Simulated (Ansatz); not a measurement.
Several inputs for SiO2

Cell: an entry of the Crystallography Open Database (COD) whose atoms were relaxed with PBE, the cell held.

Space group P4_2/mnm (No. 136); a = 4.1773, c = 2.6652 Å.

| site | Wyckoff | site symmetry | x | y | z |
| --- | --- | --- | --- | --- | --- |
| Si | 2a | m.mm | 0.0000 | 0.0000 | 0.0000 |
| O | 4f | m.2m | 0.3055 | 0.3055 | 0.0000 |

One atom of each set is listed.

Reference run. Computed with Ansatz: DFT, PBE, plane waves and PAW, scalar-relativistic, 420 eV cutoff, Γ-centred 5×5×7 k-points, Fermi–Dirac smearing 0.02 eV.

It gives V_zz (10²¹ V/m²) O -11.12 (η 0.17), Si 1.70 (η 0.57). Each of these runs changes the input as listed (caps on SCF iterations aside):

A. scf.convergence.dr2_threshold: not typed → 1e-06; kpoints.mp_grid.shift: not typed → [0.5, 0.5, 0.5]
B. scf.eigensolver.kind: not typed → davidson; basis.precision: not typed → f64; hamiltonian.xc: pbe → r2scan; scf.occupations.width: 0.02 → not typed; scf.occupations.method: fermi_dirac → tetrahedron_uncorrected

Task: Which of these changes matter for the gradients?

Result: 

| run | O V_zz (η) | Si V_zz (η) | largest change of a gradient tensor, all atoms | note |
| --- | --- | --- | --- | --- |
| A | -11.13 (0.17) | 1.70 (0.57) | 0.00 | converged |
| B | -11.22 (0.17) | 1.70 (0.56) | 0.09 | converged; another functional; cutoff taken 500 eV |

Run B moves them most, on O (V_zz from -11.12 to -11.22).

Run B changes basis.precision, hamiltonian.xc together, so the table can't tell their shares apart.

On the reference run: At this cell the PBE pressure is 11 GPa, so with PBE the cell would grow if it were relaxed. The entry's cell may itself be off.
